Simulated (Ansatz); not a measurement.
Given:

NaF (rock salt, space group No. 225), a = b = c = 4.638 Å, α = β = γ = 90.00°; the cell used has 2 atoms.

This is the HSE06-relaxed structure.

Task: All from plane-wave PAW HSE06 (Ansatz code), unless another level is named. Give the band gap.

Result: 8.47 eV (direct).

Task: Next, the valence-band maximum?

Result: at Γ.

Space group Fm-3m (rock salt). The HSE06 relaxation kept the symmetry of its start. The hybrid was solved on a coarse mesh, the path and, where they were found, the r²SCAN edge points; its band edges are the extreme levels among these.

Potentials: the earlier of the program's two PAW sets. The files were generated under PBE; for other functionals the program regenerates the frozen cores, and for LDA and PBEsol the local potential too.
